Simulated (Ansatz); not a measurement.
Li: stiffness from a series of strains

```
CELL_PARAMETERS angstrom
1.55050 0.89518 7.58830
-1.55050 0.89518 7.58830
0.00000 -1.79036 7.58830
ATOMIC_POSITIONS crystal
Li 0.00000 0.00000 0.00000
Li 0.22200 0.22200 0.22200
Li 0.77800 0.77800 0.77800
```

Atoms are numbered in the order listed.

The cell is a measured one (Crystallography Open Database entry 9017802); the temperature and pressure of the measurement aren't taken into account, and nothing was relaxed.

Theory: Ansatz 0.2.0, DFT, LDA, all-electron LAPW, scalar-relativistic.

Sampling and basis: a Γ-centred 12×12×12 k mesh, Fermi–Dirac smearing of 0.08 eV, basis error target 1 meV/atom, no spin polarisation.

The strain is applied along the Cartesian axes of the cell as listed (the other components stay zero). Fractional coordinates are held (clamped ions).

σ is the change of stress from the unstrained cell, which is at -1.31 GPa; tension is positive, so slopes are stress–strain coefficients at that pressure. In a metal the k mesh adds noise.

Only quantities that a quadratic follows smoothly over the whole series are listed; rougher ones are left out.

```tsv
εzz	σzz (GPa)	σxx (GPa)
-0.0200	-0.52	-0.07
-0.0100	-0.25	-0.03
0.0000	0.00	0.00
0.0200	0.47	0.06
```

**Question.** Fit the series and read off the stiffness at zero strain.

**Answer.** Least-squares fits y = p0 + p1 x + p2 x² to the rows give σzz (GPa): p1 = 24.7, p2 = -66; σxx (GPa): p1 = 3.22, p2 = -16. So C33 = 25 GPa and C13 = 3 GPa, for these axes.

**Question.** One run, at εzz = 0.0100, is withheld. Predict its row.

**Answer.** The fits give 0.24, 0.03; the run gave 0.24, 0.03.
